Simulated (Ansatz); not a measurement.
Starting cell, TiC (rock salt):

```
TiC
1.0
    0.00000     4.32850     4.32850
    2.16425     0.00000     2.16425
    2.16425     2.16425     0.00000
C Ti
2 2
Direct
  0.00000   0.00000   0.00000
  0.50000   0.00000   0.00000
  0.25000   0.50000   0.50000
  0.75000   0.50000   0.50000
```

A phonon eigenvector at L = (0.5, 0.0, 0.0) is frozen into this cell: atom i moves by Q times the vector below, so Q is the largest atomic displacement, in Å. The cell is held. It is one choice among 2 degenerate patterns. (q is in reciprocal vectors of the primitive cell; the cell shown is doubled to hold the pattern.)

```json
[
 {"atom": "C1", "x": "0.285", "y": "-0.520", "z": "0.805"},
 {"atom": "C2", "x": "-0.285", "y": "0.520", "z": "-0.805"}
]
```

Atoms not listed stay in place.

These are r2SCAN (plane waves to 500 eV, PAW, scalar-relativistic; Ansatz, a quantum-chemistry and plane-wave program) values and carry that method's errors. k mesh 9×18×18 (Γ-centred), Fermi-Dirac smearing 0.05 eV. The energy includes the smearing's −TS. With partly filled bands, energies and forces of such displacements shift with the k mesh and the smearing. The PAW data are Ansatz's earlier set. TiC is run without spin polarisation. TiC was relaxed with its symmetry unable to fall. ΔE is measured from the undisplaced structure. The last digit holds for this mesh only.

```
Q (Å)    ΔE (meV/cell)
-------  -------------
-0.1000       withheld
-0.0833          102.2
-0.0667           65.4
-0.0500           36.8
-0.0333           16.4
-0.0167            4.1
0.0000             0.0
0.0167             4.1
0.0333            16.4
0.0500            36.8
0.0667            65.4
0.0833           102.2
0.1000        withheld
```

Q: Fit an even polynomial form (powers 2, 4) to the given rows and predict ΔE at Q = 0.1000.

A: Least squares on the 11 given rows: ΔE = (14700)·Q² + (3073)·Q⁴, in meV/cell with Q in Å; root-mean-square residual 0.05 meV/cell. At 0.1000 the fit gives 147.3 meV/cell; the calculation gives 147.1 meV/cell, so the extrapolation is off by 0.2 (+0.1 %). The quadratic term alone would give 147.0 meV/cell.

(A displaced cell: forces are minus the slopes of the energy, force constants its curvatures, and phonons follow from these.)
